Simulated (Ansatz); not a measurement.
Ir:
```xyz
1
Lattice="0.0000 1.9353 1.9353 1.9353 0.0000 1.9353 1.9353 1.9353 0.0000" Properties=species:S:1:pos:R:3 pbc="T T T"
Ir     0.0000     0.0000     0.0000
```

Relaxed with plane-wave PAW PBE (Ansatz code). Indices refer to the conventional cell of Fm-3m, a = 3.871 Å, b = 3.871 Å, c = 3.871 Å, α = 90.00°, β = 90.00°, γ = 90.00°.

Task: Simulate the powder diffraction pattern (Co Kα, λ = 1.79026 Å; lines above 1 %) up to 2θ = 90°.

Result: Simulated powder pattern, Co Kα, λ = 1.79026 Å (kinematic, ideal powder, no thermal factors, no anomalous dispersion; the 30 strongest lines at most, above 1 %, up to 2θ = 90°):

```csv
2θ (°),d (Å),I/Imax (%),hkl
47.23,2.235,100,(111)
55.10,1.935,49,(200)
81.71,1.368,34,(220)
```

Symmetry was held in the PBE relaxation. The run is not spin-polarised. Scalar-relativistic: spin–orbit coupling is off unless named, which matters more the heavier the elements.

Potentials: the later of the program's two PAW sets.
